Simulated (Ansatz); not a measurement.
**GaRu3C: computed property card**

GaRu$_{3}$C:
```yaml
crystal:
  lattice:
    - [3.99703, 0.00000, 0.00000]
    - [0.00000, 3.99703, 0.00000]
    - [0.00000, 0.00000, 3.99703]
  atoms:
    - { symbol: Ga, position: [0.00000, 0.00000, 0.00000] }
    - { symbol: Ru, position: [0.00000, 0.50000, 0.50000] }
    - { symbol: Ru, position: [0.50000, 0.00000, 0.50000] }
    - { symbol: Ru, position: [0.50000, 0.50000, 0.00000] }
    - { symbol: C, position: [0.50000, 0.50000, 0.50000] }
```

Space group Pm-3m (No. 221), anti-perovskite; conventional cell a = 3.9970 Å, b = 3.9970 Å, c = 3.9970 Å, α = 90.00°, β = 90.00°, γ = 90.00°.

Method: plane-wave PAW r²SCAN (Ansatz code). The cell and atoms are relaxed at this level. Other levels are named where they apply.

**Cell and energy**

Volume per atom: 12.77 Å³
Density: 10.01 g/cm³
Formation energy from the elements (no fitted shifts): 0.072 eV/atom

**Electronic structure**

Electronic character: metallic (no gap)
Density of states at the Fermi level: 0.92 states/eV per atom (mean over ±0.08 eV)
Gap with spin–orbit coupling: none (metallic)

**Mechanics**

- Bulk modulus (Birch–Murnaghan fit): 267 GPa
- Pressure derivative B′: 4.6
- Elastic constants (relaxed ions, GPa): C11 = 531, C12 = 136, C44 = 103
- Mechanical stability: stable (all eigenvalues of C positive)
- Hill bulk and shear moduli: 268 and 134 GPa
- Young's modulus: 345 GPa
- Poisson's ratio: 0.29
- Debye temperature from the elastic constants: 520 K

The start of the workflow was typed in or built on a structure type; neither database checked (COD, Materials Project) lists it. Whether it is the stable phase at ambient conditions was not checked. The r²SCAN relaxation kept the symmetry of its start; its stability against distortions is not shown here. No spin polarisation was allowed. As this level gives no gap, shear constants depend on the k-mesh and smearing (Fermi–Dirac, 0.1 eV here). The references are the lowest solids computed at this level, not always the standard phases. Scalar-relativistic: spin–orbit coupling is off unless named, which matters more the heavier the elements.

Potentials: the earlier of the program's two PAW sets.
